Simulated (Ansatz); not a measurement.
Before relaxation, 1 HCN a cell, inverted, over a hollow N-N site (TaN, Fm-3m (No. 225), (1 0 0) face):

```xyz
27
Lattice="6.2015 0.0000 0.0000 0.0000 6.2015 0.0000 0.0000 0.0000 24.6007" Properties=species:S:1:pos:R:3 pbc="T T T"
Ta    3.1007    3.1007    8.0000
Ta    3.1007    0.0000    8.0000
Ta    0.0000    3.1007    8.0000
Ta    0.0000    0.0000    8.0000
N     1.5504    1.5504    8.0000
N     1.5504    4.6511    8.0000
N     4.6511    1.5504    8.0000
N     4.6511    4.6511    8.0000
Ta    4.6511    4.6511   10.2621
Ta    4.6511    1.5504   10.2621
Ta    1.5504    4.6511   10.2621
Ta    1.5504    1.5504   10.2621
N     3.1007    3.1007   10.1552
N     3.1007    0.0000   10.1552
N     0.0000    3.1007   10.1552
N     0.0000    0.0000   10.1552
Ta    0.0000    0.0000   12.3120
Ta    0.0000    3.1007   12.3120
Ta    3.1007    0.0000   12.3120
Ta    3.1007    3.1007   12.3120
N     4.6511    4.6511   12.6263
N     4.6511    1.5504   12.6263
N     1.5504    4.6511   12.6263
N     1.5504    1.5504   12.6263
C     1.5504    3.1007   15.3447
N     1.5504    3.1007   16.5019
H     1.5504    3.1007   14.2863
```

Method: DFT PBE+D3(BJ), scalar-relativistic, plane waves, PAW (Ansatz 0.2.0). Settings: cutoff 420 eV, Γ-centred mesh 3×3×1 on the computed 27-atom cell, Gaussian smearing of 0.10 eV; no spin polarisation. The cell repeats along c with a dipole correction in the vacuum.

Atoms 1, 2, 3, 4, 5, 6, 7, 8 (counted from 1) are held. The cell is fixed. Force threshold 0.04 eV/Å.

Q: Where does it end?

A: The energy falls by 0.812 eV in 13 steps, to:

```yaml
crystal:
  lattice:
    - [6.20149, 0.00000, 0.00000]
    - [0.00000, 6.20149, 0.00000]
    - [0.00000, 0.00000, 24.60072]
  atoms:
    - { symbol: Ta, position: [0.50000, 0.50000, 0.32519] }
    - { symbol: Ta, position: [0.50000, 0.00000, 0.32519] }
    - { symbol: Ta, position: [0.00000, 0.50000, 0.32519] }
    - { symbol: Ta, position: [0.00000, 0.00000, 0.32519] }
    - { symbol: N, position: [0.25000, 0.25000, 0.32519] }
    - { symbol: N, position: [0.25000, 0.75000, 0.32519] }
    - { symbol: N, position: [0.75000, 0.25000, 0.32519] }
    - { symbol: N, position: [0.75000, 0.75000, 0.32519] }
    - { symbol: Ta, position: [0.75000, 0.72501, 0.41380] }
    - { symbol: Ta, position: [0.75000, 0.27499, 0.41380] }
    - { symbol: Ta, position: [0.25000, 0.77630, 0.41410] }
    - { symbol: Ta, position: [0.25000, 0.22370, 0.41410] }
    - { symbol: N, position: [0.46749, 0.50000, 0.41133] }
    - { symbol: N, position: [0.53164, 0.00000, 0.41180] }
    - { symbol: N, position: [0.03251, 0.50000, 0.41133] }
    - { symbol: N, position: [0.96836, 0.00000, 0.41180] }
    - { symbol: Ta, position: [0.00499, 0.00000, 0.49713] }
    - { symbol: Ta, position: [0.99042, 0.50000, 0.49660] }
    - { symbol: Ta, position: [0.49501, 0.00000, 0.49713] }
    - { symbol: Ta, position: [0.50958, 0.50000, 0.49660] }
    - { symbol: N, position: [0.75000, 0.75197, 0.51092] }
    - { symbol: N, position: [0.75000, 0.24803, 0.51092] }
    - { symbol: N, position: [0.25000, 0.74752, 0.51008] }
    - { symbol: N, position: [0.25000, 0.25248, 0.51008] }
    - { symbol: C, position: [0.25000, 0.50000, 0.65007] }
    - { symbol: N, position: [0.25000, 0.50000, 0.69715] }
    - { symbol: H, position: [0.25000, 0.50000, 0.60624] }
```

The end is the local minimum or symmetric point that this start leads to. The slab is only 4.4 Å thick, so the energy isn't converged with thickness.

Spin–orbit coupling is left out, which can shift energies with elements as heavy as these.

The reference crystal is the rock-salt form of TaN, which isn't its usual structure.

Cost: 1 run of about 8.6 core-minutes, on Intel Xeon 6975P-C (Granite Rapids) (shared hosts).